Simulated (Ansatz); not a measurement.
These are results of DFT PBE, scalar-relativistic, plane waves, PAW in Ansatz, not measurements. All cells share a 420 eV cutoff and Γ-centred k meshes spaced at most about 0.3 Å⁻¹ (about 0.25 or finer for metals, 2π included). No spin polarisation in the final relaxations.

All energies are static (0 K, no zero-point motion). All come from trial cells, and lower structures may exist.

Task: Which of these relaxed structures of Zn₂SnO₃ is the lowest in energy?
A. Space group P6/mmm (No. 191), hexagonal, a = 4.065 Å, c = 9.459 Å. Around Zn lie 3 O at 2.35 Å and 3 Zn at 2.35 Å; Sn has 2 O at 1.86 Å; O on a site of symmetry 6/mmm is surrounded by 6 Zn at 2.35 Å and 2 O at 2.87 Å; O on a site of symmetry 6mm has 1 Sn at 1.86 Å and 1 O at 2.87 Å.
B. Space group R-3m (No. 166), trigonal, a = 5.822 Å, c = 7.895 Å. Zn is surrounded by 3 O at 2.24 Å, 1 Zn at 2.30 Å and 1 Sn at 2.80 Å; Sn has 6 O at 2.13 Å and 2 Zn at 2.80 Å; O has 2 Sn at 2.13 Å and 2 Zn at 2.24 Å.
C. Space group P-4m2 (No. 115), tetragonal, a = 3.802 Å, c = 6.360 Å. Around Zn lie 4 O at 1.98 Å; around Sn lie 4 O at 2.69 Å and 2 O at 3.18 Å; O on its first site is surrounded by 4 Zn at 1.98 Å; O on its second site has 4 Zn at 1.98 Å; 1 more site not described.
D. Space group P4/mmm (No. 123), tetragonal, a = 2.825 Å, c = 8.706 Å. Zn is surrounded by 8 O at 2.38–2.41 Å, 5 Zn at 2.68–2.82 Å and 1 Sn at 3.01 Å; Sn has 8 O at 2.64 Å, 4 Sn at 2.82 Å and 2 Zn at 3.01 Å; O on a site of symmetry 4mm is surrounded by 4 Zn at 2.38 Å, 1 O at 2.63 Å, 4 Sn at 2.64 Å and 4 O at 2.82 Å; O on a site of symmetry 4/mmm is surrounded by 8 Zn at 2.41 Å, 2 O at 2.63 Å and 4 O at 2.82 Å.

Result: B. It has space group R-3m (No. 166); the next, C, with space group P-4m2 (No. 115), lies 146 meV/atom higher. Counting O atoms around Sn and Zn (those within 1.25 times the shortest such distance or 1.15 times the sum of covalent radii, 1.27 where that leaves under three; a plus sign parts nearer from farther groups; the shortest distance is added where it exceeds 1.18 times the sum of covalent radii), the lowest has Zn 3 from 2.2 Å, Sn 6 and the next has Zn 4, Sn 4+2 from 2.7 Å.

No dispersion correction is applied, so the spacing and binding between layers, chains or molecules are poorly described (P6/mmm), and this can change margins and order among such cells. Cells relaxed within their symmetry can be saddle points. Some structure types and database cells were kept out of the candidates from the start, so a known form may be missing.
